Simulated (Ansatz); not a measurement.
# What a change of settings does: Ti (hcp type)

First run: DFT, PBEsol, all-electron LAPW, scalar-relativistic (Ansatz 0.2.0).

Command: `ansatz run input.yaml --threads 1 --pin off --max-ram 2048MiB --backend cpu --events-out ev --progress --plain --runs-dir out` It took 22 s on 1 thread of Intel(R) Xeon(R) 6975P-C (Granite Rapids), with other jobs on the host, peak memory 0.56 GiB.

```yaml
crystal:
  lattice:
    - [2.9162152113, 0.0, 0.0]
    - [-1.4581076057, 2.5255164559, 0.0]
    - [0.0, 0.0, 4.7242686424]
  atoms:
    - { symbol: Ti, position: [0.2933333333, 0.6466666667, 0.22] }
    - { symbol: Ti, position: [0.7066666667, 0.3533333333, 0.78] }
kpoints:
  mp_grid: { grid: [12, 12, 7] }
scf:
  occupations: { method: fermi_dirac, width: 0.05 }
hamiltonian:
  xc: pbesol
  pseudopotentials: { kind: all_electron, lapw: { basis_error: 0.001 } }
output:
  forces: true
  stress: true
  eigenvalues: true
  populations: true
```

The cell is held at a set volume and isn't relaxed, so it needn't be at zero pressure.

This run: one bond, the shortest of the undistorted cell, set to 2.553 Å.

It converges in 7 SCF iterations at a pressure of -1.24 GPa, largest force 1.274 eV/Å.

The input is then changed:

```diff
 kpoints:
-  mp_grid: { grid: [12, 12, 7] }
+  mp_grid: { grid: [6, 6, 4] }
 scf:
```

**Question.** Predict the outcome of the changed run.

**Answer.** It converges in 7 SCF iterations at a pressure of -1.15 GPa, largest force 1.243 eV/Å, free energy +6.2 meV/atom against the first run's. Some of the changed settings are coarser than converged work would use.
